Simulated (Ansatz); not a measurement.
InP:
Space group F-43m (No. 216); a = b = c = 5.8787 Å, α = β = γ = 90.00°

```tsv
atom	site	symmetry	x	y	z
In	4a	-43m	0.0000	0.0000	0.0000
P	4c	-43m	0.2500	0.2500	0.2500
```
(The calculation used a cell of 2 atoms; values per cell refer to that cell.)

Relaxed with PBEsol. Plane-wave PAW PBEsol (Ansatz code) gives a gap of 0.56 eV.

Problem. What gap does HSE06 give on the same cell (Ansatz, PAW)?

Solution. 1.44 eV, 0.88 eV more. The hybrid was solved on a coarser mesh and at special points; its gap is the smallest among all of these.

```json
[
 {"k": "Γ", "v1 PBEsol": "0.00", "c1 PBEsol": "0.56", "v1 HSE06": "0.00", "c1 HSE06": "1.44"},
 {"k": "X", "v1 PBEsol": "-2.32", "c1 PBEsol": "1.65", "v1 HSE06": "…", "c1 HSE06": "…"},
 {"k": "L", "v1 PBEsol": "-0.97", "c1 PBEsol": "1.38", "v1 HSE06": "…", "c1 HSE06": "…"},
 {"k": "W", "v1 PBEsol": "-2.92", "c1 PBEsol": "4.19", "v1 HSE06": "…", "c1 HSE06": "…"},
 {"k": "K", "v1 PBEsol": "-1.94", "c1 PBEsol": "2.25", "v1 HSE06": "…", "c1 HSE06": "…"}
]
```

Problem. Top valence (v1) and lowest conduction level (c1) in eV from each method's valence maximum (which need not be a listed point): supply the withheld HSE06 values.

Solution. 
- K, v1 HSE06: -2.09
- K, c1 HSE06: 3.05
- X, v1 HSE06: -2.51
- X, c1 HSE06: 2.38
- L, v1 HSE06: -1.05
- L, c1 HSE06: 2.23
- W, v1 HSE06: -3.11
- W, c1 HSE06: 5.04

Cost on shared cores: the PBEsol run (SCF on a 8×8×8 mesh, then bands and DOS) around 6 core-seconds (rough), the HSE06 run (SCF on 6×6×6, then a few points) around 40 core-seconds (rough); the tasks are unlike.

The cell was relaxed with PBEsol under the symmetry of its start. Scalar-relativistic: spin–orbit coupling is off unless named, which matters more the heavier the elements.

Potentials: the earlier of the program's two PAW sets.
